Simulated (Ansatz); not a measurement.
**Guessed and relaxed cells of Mg2Ge3N**

Recipe of this trial structure of Mg2Ge3N: random cell by space group and Wyckoff sites (P6/mmm, No. 191). The dimensions are guesses.

start:

Space group P6/mmm (No. 191). a = 5.033 Å, b = 5.033 Å, c = 4.456 Å, α = 90.00°, β = 90.00°, γ = 120.00°
| atom | site | symmetry | x | y | z |
| --- | --- | --- | --- | --- | --- |
| Mg | 2c | -6m2 | 0.3333 | 0.6667 | 0.0000 |
| Ge | 2d | -6m2 | 0.3333 | 0.6667 | 0.5000 |
| Ge | 1a | 6/mmm | 0.0000 | 0.0000 | 0.0000 |
| N | 1b | 6/mmm | 0.0000 | 0.0000 | 0.5000 |

The calculation used Ansatz 0.2.0, DFT PBE, scalar-relativistic, plane waves, PAW. Cutoff 420 eV, Gaussian smearing, Γ-centred meshes. Cell and atoms relax first on a coarse mesh and then on a finer one. In between, the cell is made exact in the group found at 0.06 Å. In metals the finer mesh still leaves noise of several meV/atom or more. The steps can't lower the symmetry of their start. No spin polarisation.

end:

Space group P6/mmm (No. 191). a = 4.779 Å, b = 4.779 Å, c = 5.406 Å, α = 90.00°, β = 90.00°, γ = 120.00°
```csv
atom,site,symmetry,x,y,z
Mg,2c,-6m2,0.3333,0.6667,0.0000
Ge,2d,-6m2,0.3333,0.6667,0.5000
Ge,1a,6/mmm,0.0000,0.0000,0.0000
N,1b,6/mmm,0.0000,0.0000,0.5000
```

The symmetry stays P6/mmm (No. 191). The volume per atom grows by 9.4 %, from 16.3 to 17.8 Å³. The shortest distance goes from 2.23 Å (Ge–N and Mg–Ge) to 2.70 Å (Ge–N and Mg–Ge). The ratio c/a of the conventional cell changes by a factor of 1.28. The energy falls by about 0.38 eV/atom (the start's value is from the coarse mesh).

- Volume per atom: 17.82 Å³
- Density: 4.36 g/cm³
- Formation energy: +0.75 eV/atom
- Gap on the 12×12×8 mesh of the 6-atom cell: 0 eV (a metal)

Energies over the elements count from the elements' standard structures at the same level (N₂ as a molecule), with no fitted energy shifts. The separate elements lie lower, so it is unstable against them.

The last run used Gaussian smearing of 0.10 eV. A structure relaxed within its symmetry needn't be a true minimum. In all, the 3 runs took 5.7 min on 1 thread of Intel(R) Xeon(R) Processor @ 2.50GHz (Skylake/Cascade Lake) (shared host). Another cell of Mg2Ge3N relaxed alike, in P-3m1, lies 0.49 eV/atom lower, so this cell isn't the stable form at this level.
